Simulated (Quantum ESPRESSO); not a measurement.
## Cu4GaAgAlNb (input and log of a self-consistent run)

Simulated, not a measurement. The program is pw.x of Quantum ESPRESSO 7.5 (plane-wave density functional theory). The cell is made up: eight metal atoms on a hexagonal close-packed lattice, with elements, volume, strain and displacements drawn at random and not relaxed, so it may be unstable or far from any real phase. PseudoDojo standard norm-conserving files set the functional (PBE unless stated); there is no spin polarisation or spin-orbit coupling, the Fermi-Dirac width of 0.25 eV means electrons at about 2900 K, and the masses in the input are unused placeholders. The copper pseudopotential is less sure than most, with forces differing by about three percent and pressure by about two GPa from a second method on plain copper. A spin test at this wide smearing found no moment, but such smearing suppresses magnetism that the real alloy may have.

Input:

```
&control calculation='scf', pseudo_dir='./dojo.nc.sr.pbe.v0_5.standard.upf', outdir='./o', disk_io='minimal', tprnfor=.true., tstress=.true. /
&system ibrav=0, nat=8, ntyp=5, nbnd=71, ecutwfc=92.02030273, nosym=.true., tot_charge=0,
 occupations='smearing', smearing='fd', degauss=0.0183746611
/
&electrons conv_thr=1.470e-08, electron_maxstep=70, mixing_beta=0.5 /
ATOMIC_SPECIES
Ag 1.0 Ag.upf
Al 1.0 Al.upf
Cu 1.0 Cu.upf
Ga 1.0 Ga.upf
Nb 1.0 Nb.upf
CELL_PARAMETERS angstrom
0.0 4.755 0.0
2.7453 0.0 4.3836
2.7453 0.0 -4.3836
ATOMIC_POSITIONS angstrom
Cu -0.1192 0.0013 -0.1128
Cu 2.7557 0.0172 -0.0301
Cu 2.718 1.5261 -2.2787
Cu 2.6849 1.5355 2.2122
Ga 1.3547 2.3396 -0.1098
Ag 4.0784 2.2847 0.0004
Al 1.4078 3.9621 -2.1437
Nb 1.4981 3.9627 2.2454
K_POINTS automatic
5 5 5 1 1 1
```

The log is shortened where brackets say so; the opening notice, blank lines, dates and the lines on written files are dropped, and the path of the files is cut. It prints rydbergs, bohrs and kilobars, and counts compression as positive stress. Its total energy is the free energy E - TS of the whole cell.

```
     Program PWSCF v.7.5
     Parallel version (MPI & OpenMP), running on       4 processor cores
     Number of MPI processes:                 4
     Threads/MPI process:                     1
     [start-up lines left out]
     bravais-lattice index     =            0
     lattice parameter (alat)  =       8.9856  a.u.
     unit-cell volume          =     772.3210 (a.u.)^3
     number of atoms/cell      =            8
     number of atomic types    =            5
     number of electrons       =       124.00
     number of Kohn-Sham states=           71
     kinetic-energy cutoff     =      92.0203  Ry
     charge density cutoff     =     368.0812  Ry
     scf convergence threshold =      1.5E-08
     mixing beta               =       0.5000
     number of iterations used =            8  plain     mixing
     Exchange-correlation= PBE
                           (   1   4   3   4   0   0   0)
     [axes and pseudopotential details left out]
   Cartesian axes
     site n.     atom                  positions (alat units)
         1        Cu     tau(   1) = (  -0.0250683   0.0002734  -0.0237224  )
         2        Cu     tau(   2) = (   0.5795373   0.0036172  -0.0063302  )
         3        Cu     tau(   3) = (   0.5716088   0.3209464  -0.4792219  )
         4        Cu     tau(   4) = (   0.5646477   0.3229232   0.4652366  )
         5        Ga     tau(   5) = (   0.2849001   0.4920294  -0.0230915  )
         6        Ag     tau(   6) = (   0.8577077   0.4804837   0.0000841  )
         7        Al     tau(   7) = (   0.2960673   0.8332492  -0.4508307  )
         8        Nb     tau(   8) = (   0.3150578   0.8333754   0.4722187  )
     number of k points=    63  Fermi-Dirac smearing, width (Ry)=  0.0184
                       cart. coord. in units 2pi/alat
        k(    1) = (   0.1732051   0.1000000   0.0000000), wk =   0.0320000
        k(    2) = (   0.3464102   0.1000000  -0.1084725), wk =   0.0320000
     [further k points left out]
     Dense  grid:    92207 G-vectors     FFT dimensions: (  60,  60,  60)
     Estimated max dynamical RAM per process >     360.43 MB
     Estimated total dynamical RAM >       1.34 GB
     Initial potential from superposition of free atoms
     starting charge     123.9908, renormalised to     124.0000
     Starting wfcs are   73 randomized atomic wfcs
     total cpu time spent up to now is        5.5 secs
     per-process dynamical memory:   287.0 Mb
     Self-consistent Calculation
     iteration #  1     ecut=    92.02 Ry     beta= 0.50
     Davidson diagonalization with overlap
     ethr =  1.00E-02,  avg # of iterations =  5.1
     total cpu time spent up to now is       20.5 secs
     total energy              =   -2107.49399237 Ry
     estimated scf accuracy    <       3.00739001 Ry
     iteration #  2     ecut=    92.02 Ry     beta= 0.50
     Davidson diagonalization with overlap
     ethr =  2.43E-03,  avg # of iterations =  2.8
     total cpu time spent up to now is       33.4 secs
     total energy              =   -2108.42068702 Ry
     estimated scf accuracy    <       5.60489084 Ry
     iteration #  3     ecut=    92.02 Ry     beta= 0.50
     Davidson diagonalization with overlap
     ethr =  2.43E-03,  avg # of iterations =  2.5
     total cpu time spent up to now is       45.3 secs
     total energy              =   -2108.95003756 Ry
     estimated scf accuracy    <       0.41412393 Ry
     iteration #  4     ecut=    92.02 Ry     beta= 0.50
     Davidson diagonalization with overlap
     ethr =  3.34E-04,  avg # of iterations =  2.1
     total cpu time spent up to now is       56.7 secs
     total energy              =   -2108.99653441 Ry
     estimated scf accuracy    <       0.12311300 Ry
     iteration #  5     ecut=    92.02 Ry     beta= 0.50
     Davidson diagonalization with overlap
     ethr =  9.93E-05,  avg # of iterations =  2.4
     total cpu time spent up to now is       68.3 secs
     total energy              =   -2109.01781983 Ry
     estimated scf accuracy    <       0.01575002 Ry
     [iterations 6 to 10 left out]
     iteration # 11     ecut=    92.02 Ry     beta= 0.50
     Davidson diagonalization with overlap
     ethr =  1.83E-08,  avg # of iterations =  1.6
     total cpu time spent up to now is      135.3 secs
     total energy              =   -2109.01896649 Ry
     estimated scf accuracy    <       0.00000124 Ry
     iteration # 12     ecut=    92.02 Ry     beta= 0.50
     Davidson diagonalization with overlap
     ethr =  9.97E-10,  avg # of iterations =  2.9
     total cpu time spent up to now is      147.0 secs
     total energy              =   -2109.01896671 Ry
     estimated scf accuracy    <       0.00000004 Ry
     iteration # 13     ecut=    92.02 Ry     beta= 0.50
     Davidson diagonalization with overlap
     ethr =  3.40E-11,  avg # of iterations =  3.3
     total cpu time spent up to now is      159.8 secs
     total energy              =   -2109.01896672 Ry
     estimated scf accuracy    <       0.00000004 Ry
     iteration # 14     ecut=    92.02 Ry     beta= 0.50
     Davidson diagonalization with overlap
     ethr =  3.01E-11,  avg # of iterations =  2.0
     total cpu time spent up to now is      170.8 secs
     total energy              =   -2109.01896672 Ry
     estimated scf accuracy    <       0.00000002 Ry
     iteration # 15     ecut=    92.02 Ry     beta= 0.50
     Davidson diagonalization with overlap
     ethr =  1.53E-11,  avg # of iterations =  2.0
     total cpu time spent up to now is      181.2 secs
     End of self-consistent calculation
     [lines on levels left out]
!    total energy              =   -2109.01896673 Ry
     estimated scf accuracy    <          1.1E-09 Ry
     smearing contrib. (-TS)   =      -0.07005953 Ry
     internal energy E=F+TS    =   -2108.94890719 Ry
     The total energy is F=E-TS. E is the sum of the following terms:
     one-electron contribution =   -1226.69537727 Ry
     hartree contribution      =     686.04953928 Ry
     xc contribution           =    -303.08770289 Ry
     ewald contribution        =   -1265.21536631 Ry
     convergence has been achieved in  15 iterations
     Forces acting on atoms (cartesian axes, Ry/au):
     atom    1 type  3   force =     0.04109340    0.00121587    0.05033099
     atom    2 type  3   force =    -0.01494974   -0.00682748    0.00684374
     atom    3 type  3   force =     0.00982493   -0.00640229    0.01401070
     atom    4 type  3   force =     0.01538885    0.00077570   -0.01022924
     atom    5 type  4   force =    -0.00398019   -0.00822910    0.02853792
     atom    6 type  1   force =    -0.00984873    0.01008359    0.02292569
     atom    7 type  2   force =     0.02371222    0.02693715   -0.02752282
     atom    8 type  5   force =    -0.06124075   -0.01755342   -0.08489699
     Total force =     0.141950     Total SCF correction =     0.000171
     Computing stress (Cartesian axis) and pressure
          total   stress  (Ry/bohr**3)                   (kbar)     P=       43.40
   0.00033850   0.00010854   0.00005696           49.80       15.97        8.38
   0.00010854   0.00006298  -0.00013752           15.97        9.27      -20.23
   0.00005696  -0.00013752   0.00048362            8.38      -20.23       71.14
     init_run     :      4.97s CPU      5.20s WALL (       1 calls)
     electrons    :    173.46s CPU    175.76s WALL (       1 calls)
     forces       :      1.80s CPU      1.83s WALL (       1 calls)
     stress       :      5.99s CPU      6.03s WALL (       1 calls)
     [timing details left out]
     PWSCF        :   3m 6.52s CPU   3m 9.14s WALL
     JOB DONE.
```

In other units: free energy -28694.665 eV for the cell, pressure 4.34 GPa, largest force component 2.183 eV/Å in size. The run took 191 s of wall time with four MPI processes on a shared machine (Intel Xeon, 2023 or later, virtual cores), so the time is rough. A rerun of this cell at a higher cutoff and on a denser mesh moved values by no more than 0.006 eV in energy, 0.09 GPa in stress and 0.007 eV/Å in force, and a second program with other atomic files agreed on that cell to 2 % rms in force and 0.5 GPa in pressure.